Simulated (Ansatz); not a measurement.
## Rh: all-electron results

```
Rh
1.0
     0.00000    1.90155    1.90155
     1.90155    0.00000    1.90155
     1.90155    1.90155    0.00000
Rh
1
Direct
  0.00000 0.00000 0.00000
```

The cell comes from COD entry 9008482, which wasn't checked; take it as a given geometry.

Level of theory: Ansatz 0.2.0, DFT, LDA, all-electron LAPW, scalar-relativistic.

Sampling and basis: a Γ-centred 16×16×16 k mesh, Fermi–Dirac smearing of 0.03 eV, basis error target 0.25 meV/atom, no spin polarisation.

```yaml
Pressure_at_this_cell: -112.0 kbar
Volume_per_atom: 13.75 Å³
```

Task: Give the computed value. Density of states at the Fermi level (0.2 eV bin).

Result: 1.28 states/eV per cell.

Task: Predict this quantity. Band gap.

Result: none: with an odd electron count and no spin polarisation the bands can't all be full, a metal in this set-up (spin order or a larger cell could open a gap).
